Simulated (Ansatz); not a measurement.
**Relaxing a structure of SiNi**

The start is a relaxed SiNi cell displaced along its unstable phonon at q = (0, 0, ½) of its primitive reciprocal cell (194i cm⁻¹), largest move 0.15 Å. The cell and all atomic positions are relaxed at zero pressure with PBEsol (plane waves to 420 eV, PAW, scalar-relativistic; Ansatz, an electronic-structure program). First-step values are on the input's coarse k-mesh.

Ansatz input (later rounds restart from its end on a renewed k-mesh):
Ansatz 0.2 input:
```yaml
crystal:
  lattice:
    - [4.7950859494, 0, 0]
    - [-2.3975429747, 4.1526662455, 0]
    - [0, 0, 7.5708010812]
  atoms:
    - { symbol: Ni, position: [0.5, 0, -0.000946535] }
    - { symbol: Ni, position: [0.5, 0, 0.500946535] }
    - { symbol: Ni, position: [0.5, 0.5, -0.000946535] }
    - { symbol: Ni, position: [0.5, 0.5, 0.500946535] }
    - { symbol: Ni, position: [0, 0.5, -0.000946535] }
    - { symbol: Ni, position: [0, 0.5, 0.500946535] }
    - { symbol: Si, position: [0, 0, 0.0198129628] }
    - { symbol: Si, position: [0, 0, 0.4801870372] }
    - { symbol: Si, position: [0.3333333333, 0.6666666667, 0.25] }
    - { symbol: Si, position: [0.3333333333, 0.6666666667, 0.75] }
    - { symbol: Si, position: [0.6666666667, 0.3333333333, 0.25] }
    - { symbol: Si, position: [0.6666666667, 0.3333333333, 0.75] }
basis: { ecutwfc: 420, ecutrho_ratio: 4, xc_grid: 2, fft_grid_basis: typed }
kpoints: { mp_grid: { grid: [8, 8, 5] } }
hamiltonian:
  xc: pbesol
  dispersion: none
  pseudopotentials: { kind: paw }
scf: { occupations: { method: fermi_dirac, width: 0.05 } }
relax: { f_tol: 0.01, max_steps: 100, cell: { stress_tol: 0.02 } }
output: { forces: true, stress: true }
```

| Property | Result |
|---|---|
| Energy released | 0.07 eV/atom |
| Relative to the parent | It does not go back: it reaches P6/mmm (No. 191), 0.08 eV/atom below the parent |
| Shortest distances (start → end) | The closest pairs of elements (up to four, under 3.6 Å), start → end: Ni–Si 2.34 → 2.32 Å; Ni–Ni 2.40 → 2.40 Å; Si–Si 2.77 → 2.47 Å |
| Band gap at the end | no gap (metallic) |
| Optimiser moves | 7 |

Final structure:

Space group P6/mmm (No. 191); a = b = 4.8076 Å, c = 7.4637 Å, α = β = 90.00°, γ = 120.00°

```tsv
atom	site	symmetry	x	y	z
Ni	6i	2mm	0.5000	0.5000	0.2487
Si	2e	6mm	0.0000	0.0000	0.1652
Si	2c	-6m2	0.3333	0.6667	0.0000
Si	2d	-6m2	0.3333	0.6667	0.5000
```

Final values are on a 11×11×7 k-mesh of the relaxed cell. No spin polarisation in the result. A magnetic state may lie lower.

The run could not lose the symmetry of its start, so the end can be a saddle point.

The relaxed structure here is a generated cell of SiNi: the first start was made by placing the elements on the sites of a structure type, and the end was not matched to a known phase here, so it may be hypothetical. Known forms of SiNi include space group No. 62.
